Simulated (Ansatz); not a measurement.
PtRhN2 in space group R-3m (No. 166; Rh on 3b, Pt on 3a, N on 6c) under volume change, r²SCAN (plane waves, PAW; program Ansatz), shape and atoms relaxed at each volume.

| V (Å³/atom) | E − E(relaxed) (meV/atom) | P (GPa) |
|---|---|---|
| 10.397 | 81.4 | 27.65 |
| 10.739 | … | … |
| 11.082 | 8.0 | 7.73 |
| 11.425 | 0.0 | -0.01 |
| 11.768 | 7.2 | -6.51 |
| 12.110 | … | … |
| 12.453 | 58.0 | -16.65 |

Q: Fill in the missing entries.

A: 
- 12.110, E − E(relaxed) (meV/atom): 27.2
- 12.110, P (GPa): -12.02
- 10.739, E − E(relaxed) (meV/atom): 34.1
- 10.739, P (GPa): 16.88

Q: What does a third-order Birch–Murnaghan fit give for V₀, B₀ and B′?

A: V₀ = 11.43 Å³/atom, B₀ = 236 GPa, B′ = 4.6.

The start of the workflow was typed in or built on a structure type; neither database checked (COD, Materials Project) lists it. Whether it is the stable phase at ambient conditions was not checked. The r²SCAN relaxation kept the symmetry of its start; whether a distortion lowers the energy is not shown. The workflow began spin-polarised and lost its moments. Its formation energy is positive at this level, so the cell may be metastable or incomplete. Scalar-relativistic: spin–orbit coupling is off unless named, which matters more the heavier the elements.

Potentials: the earlier of the program's two PAW sets.
